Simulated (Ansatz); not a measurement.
## Elastic constants of AlRu at 18 GPa (stress–strain coefficients): input and output

These are results of DFT LDA, scalar-relativistic, plane waves, PAW (Ansatz), not measurements.

Launched with:
```bash
ansatz run input.yaml --threads 1 --pin off --max-ram 3072MiB --backend cpu --events-out ev --progress --plain --runs-dir out
```

Input (bare energies are in eV):
```yaml
crystal:
  lattice:
    - [2.8899003266, 0.0, 0.0]
    - [0.0, 2.8899003266, 0.0]
    - [0.0, 0.0, 2.8899003266]
  atoms:
    - { symbol: Al, position: [0.0, 0.0, 0.0] }
    - { symbol: Ru, position: [0.5, 0.5, 0.5] }
basis:
  ecutwfc: 420
kpoints:
  mp_grid: { grid: [14, 14, 14] }
hamiltonian:
  xc: lda
scf:
  occupations: { method: fermi_dirac, width: 0.15 }
output:
  forces: true
  stress: true
  eigenvalues: true
elastic:
  mode: relaxed_ion
  amplitude: 0.005
```

From the output:
```
--- Elastic constants: 2 strain directions × 4 members + reference (group order 48) ---
  dense FFT box of the reference and of every strained cell: 20×20×20
  strains applied: 11, 23; error gains: componentwise 1.00 (the most a stress slope's error grows in a printed constant), spectral 1.73 (1 for all six strains in a standard setting)
  C = ∂σ_k/∂η_j (tension-positive GPa; Voigt order 11 22 33 23 13 12):
       457.542    229.617    229.617     -0.000     -0.000     -0.000
       229.617    457.542    229.617     -0.000     -0.000     -0.000
       229.617    229.617    457.542     -0.000     -0.000     -0.000
         0.000     -0.000     -0.000    171.784      0.000      0.000
         0.000      0.000     -0.000     -0.000    171.784     -0.000
         0.000     -0.000      0.000      0.000      0.000    171.784
  reference stress σ⁰ (GPa):    -17.981    -17.981    -17.981     -0.000      0.000     -0.000
  C* (energy form; C + prestress term) asymmetry max|C*_kj − C*_jk| = 8.527e-14 GPa — a small one proves nothing (zero by symmetry where the batch's group is 432, −43m or m−3m); a large one is finite-difference/SCF noise where every solve ...
  moduli (Voigt/Reuss/Hill, GPa): K = 305.59/305.59/305.59   G = 148.66/142.80/145.73   E = 377.22   ν = 0.294
  mechanically stable: yes (min eigenvalue of sym C = 171.78 GPa)
  strain η (Voigt 11):  stress-route row diagonal C_11 = 457.54 GPa, energy-path curvature d²(F+E_count+ΔE)/dδ²/Ω₀ = 457.53 GPa
    cells at ±δ against ±2δ: C11 457.65 and 457.99 GPa, apart by 0.07 % of the column's largest entry
         δ    σ_11 (GPa) F (eV) n_scf n_hpsi n_pw
    -1.000e-2     -22.7176       -6272.3960279       8   79618    480   relax 0 steps, max|allowed force component| 3.01e-30 eV/Å
    -5.000e-3     -20.3088       -6272.4122273       4   60037    482   relax 0 steps, max|allowed force component| 3.11e-30 eV/Å
     5.000e-3     -15.7323       -6272.4393305       4   59565    485   relax 0 steps, max|allowed force component| 9.76e-30 eV/Å
     1.000e-2     -13.5579       -6272.4503590       6   66392    489   relax 0 steps, max|allowed force component| 3.16e-30 eV/Å
  strain η (Voigt 23):  stress-route row diagonal C_44 = 171.78 GPa, energy-path curvature d²(F+E_count+ΔE)/dδ²/Ω₀ = 180.76 GPa
    cells at ±δ against ±2δ: C44 171.77 and 171.74 GPa, apart by 0.02 % of the column's largest entry
         δ    σ_23 (GPa) F (eV) n_scf n_hpsi n_pw
    -1.000e-2      -1.7174       -6272.4252794       7  119478    482   relax 0 steps, max|allowed force component| 1.61e-28 eV/Å
    -5.000e-3      -0.8589       -6272.4263006       3   90670    484   relax 0 steps, max|allowed force component| 6.11e-30 eV/Å
     5.000e-3       0.8589       -6272.4263006       3   89131    484   relax 0 steps, max|allowed force component| 6.41e-30 eV/Å
     1.000e-2       1.7174       -6272.4252794       6  103347    482   relax 0 steps, max|allowed force component| 1.80e-28 eV/Å
```

It took 2.9 min on 1 thread of Intel(R) Xeon(R) Processor @ 2.50GHz (Skylake/Cascade Lake) (shared host), peak memory 0.46 GiB.

In a metal, frequencies and elastic constants depend on the k mesh and the smearing, soft modes and shear constants most. Other phases may be more stable at this pressure.